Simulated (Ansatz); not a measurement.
Ni (omega (AlB2-type)): energy against volume

Computed with DFT, r2SCAN, plane waves (500 eV) with PAW, scalar-relativistic in Ansatz 0.2.0. (PAW data from PBE, frozen cores regenerated.)

The cell is scaled uniformly from the relaxed one, with fractional coordinates and shape fixed. Energies are extrapolated to zero smearing, pressures are those at the given smearing. Magnetic state: ferromagnetic.

A Birch-Murnaghan fit gives V₀ = 10.72 Å³/atom, B₀ = 209 GPa, B₀′ = 4.8.

What are the energy above the minimum and the pressure at 9.426 Å³/atom?

131.1 meV/atom and 36.75 GPa as computed.

What are the energy above the minimum and the pressure at 11.139 Å³/atom?

9.9 meV/atom and -7.31 GPa as computed.

What are the energy above the minimum and the pressure at 11.568 Å³/atom?

37.7 meV/atom and -13.20 GPa as computed.
